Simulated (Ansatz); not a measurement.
SnTe (rock salt)

```
CELL_PARAMETERS angstrom
      0.00000     3.20458     3.20458
      3.20458     0.00000     3.20458
      3.20458     3.20458     0.00000
ATOMIC_POSITIONS crystal
  Te 0.00000 0.00000 0.00000
  Sn 0.50000 0.50000 0.50000
```

E(V) scan at fixed shape, V₀ the volume above. Symmetry pins the atoms to their sites.

The numbers are results of PBE (plane waves to 420 eV, PAW, scalar-relativistic; Ansatz, a program for electronic structure), not measurements. k mesh 13×13×13 (Γ-centred), Fermi-Dirac smearing 0.05 eV. The energy includes the smearing's −TS. Compression counts positive. SnTe was relaxed with its symmetry unable to fall. Spin-orbit coupling is left out, though Te is heavy. ΔE is measured from the relaxed starting cell.

```tsv
V (Å³/atom)	ΔE (meV/atom)
29.618	50.4
30.276	31.0
30.934	16.8
31.593	7.2
32.251	1.7
32.909	0.0
33.567	1.6
34.225	6.2
34.884	withheld
35.542	23.1
36.200	34.9
```

Q: Fit a third-order Birch-Murnaghan form (E₀, V₀, B₀, B₀′ free) to the given rows and predict ΔE at V = 34.884.

A: Least squares on the 10 given rows: ΔE = E₀ + (9V₀B₀/16)·y²·[2 + (B₀′ − 4)y], y = (V₀/V)^(2/3) − 1, with V₀ = 32.910 Å³/atom, B₀ = 40.46 GPa (160.2 GPa = 1 eV/Å³; the term in eV is multiplied by 1000), B₀′ = 4.47, E₀ = 0.01 meV/atom; root-mean-square residual 0.02 meV/atom. At 34.884 the fit gives 13.5 meV/atom; the calculation gives 13.4 meV/atom, so the interpolation is off by 0.1 (+0.7 %). For the pressure the fit gives -2.07 GPa against the computed -2.07 GPa.

(Under strain, the slope of the energy per volume gives the stress and its curvature an elastic modulus.)
